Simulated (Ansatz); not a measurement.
Consider the following.

LaB₆:
```xyz
7
Lattice="4.1549 0.0000 0.0000 0.0000 4.1549 0.0000 0.0000 0.0000 4.1549" Properties=species:S:1:pos:R:3 pbc="T T T"
La     0.0000     0.0000     0.0000
B      3.3246     2.0774     2.0774
B      0.8303     2.0774     2.0774
B      2.0774     3.3246     2.0774
B      2.0774     0.8303     2.0774
B      2.0774     2.0774     3.3246
B      2.0774     2.0774     0.8303
```

This is the PBE-relaxed structure.

Q: All from PBE (plane waves, PAW; program Ansatz), unless another level is named. Predict the electronic character.

A: metallic (no gap).

Q: What about the density of states at the Fermi level?

A: 0.12 states/eV per atom (mean over ±0.08 eV).

Q: And the formation energy from the elements (no fitted shifts)?

A: -0.56 eV/atom.

Q: What about the gap with spin–orbit coupling?

A: none (metallic).

Space group Pm-3m. The cell was relaxed with PBE under the symmetry of its start. The references are the lowest solids computed at this level, not always the standard phases. Scalar-relativistic: spin–orbit coupling is off unless named, which matters more the heavier the elements.

Potentials: the later of the program's two PAW sets.
